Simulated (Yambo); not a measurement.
```xyz
2
Lattice="0.0000 3.2252 3.2252 3.2252 0.0000 3.2252 3.2252 3.2252 0.0000" Properties=species:S:1:pos:R:3 pbc="T T T"
K      0.0000     0.0000     0.0000
Br     3.2252     3.2252     3.2252
```

KBr (rock salt, space group Fm-3m, No. 225) under isotropic strain of -1.5 % on all lattice vectors: mean Im ε in 1 eV windows above the direct gap of 7.07 eV, for different electron-hole kernels (Yambo, broadening 0.15 eV, norm-conserving PBEsol (Quantum ESPRESSO, 74 Ry, no spin-orbit coupling) bands; 6×6×6 mesh, 3 valence and 7 conduction bands, static screening with 32 bands and a 4 Ry block, scissor 2.61 eV, Tamm-Dancoff; field along x).

```csv
window (eV),independent quasiparticles,BSE
7.1 to 8.1,0.7,3.5
8.1 to 9.1,1.7,1.6
9.1 to 10.1,3.9,3.0
10.1 to 11.1,3.0,3.6
11.1 to 12.1,3.3,1.5
12.1 to 13.1,3.5,0.7
```

This run doesn't resolve bound excitons or single peaks, so only averages are given, and they too depend on the mesh; weight that the attraction moves below the gap isn't listed. All transitions below 14.45 eV are in the band window. The scissor comes from a G0W0 run whose convergence isn't established.

Spin-orbit splittings are left out.

Geometry strained from the cell relaxed with PBEsol, atoms relaxed again.
